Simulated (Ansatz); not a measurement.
Starting cell, GaN (zinc blende):

```
CELL_PARAMETERS angstrom
      0.00000     2.24896     2.24896
      2.24896     0.00000     2.24896
      2.24896     2.24896     0.00000
ATOMIC_POSITIONS crystal
  N  0.75000 0.75000 0.75000
  Ga 0.00000 0.00000 0.00000
```

In each cell atom 2 (Ga, nearest neighbour N at 1.948 Å; its periodic images, 3.2 Å or more away, move with it) moves by s·(-0.577, -0.577, -0.577) (towards the nearest neighbour), the rest being held.

All values below come from r2SCAN (plane waves to 500 eV, PAW, scalar-relativistic; Ansatz, a program for electronic structure). k mesh 10×10×10 (Γ-centred), Fermi-Dirac smearing 0.05 eV. E stands for the smeared free energy. GaN was relaxed with its symmetry unable to fall. ΔE is measured from the undisplaced structure.

| s (Å) | ΔE (meV/cell) |
|---|---|
| -0.190 | 167 |
| -0.152 | withheld |
| -0.114 | 68 |
| -0.076 | 32 |
| -0.038 | 9 |
| 0.000 | 0 |
| 0.038 | 10 |
| 0.076 | 42 |
| 0.114 | 101 |
| 0.152 | 191 |
| 0.190 | 318 |

### Question
Fit a polynomial form (powers 2, 3, 4) to the given rows and predict ΔE at s = -0.152.

### Answer
Least squares on the 10 given rows: ΔE = (6375)·s² + (11010)·s³ + (9485)·s⁴, in meV/cell with s in Å; root-mean-square residual 0.2 meV/cell. At -0.152 the fit gives 114 meV/cell; the calculation gives 114 meV/cell, the same to the digits shown. The quadratic term alone would give 147 meV/cell.

(A displaced cell: forces are minus the slopes of the energy, force constants its curvatures, and phonons follow from these.)
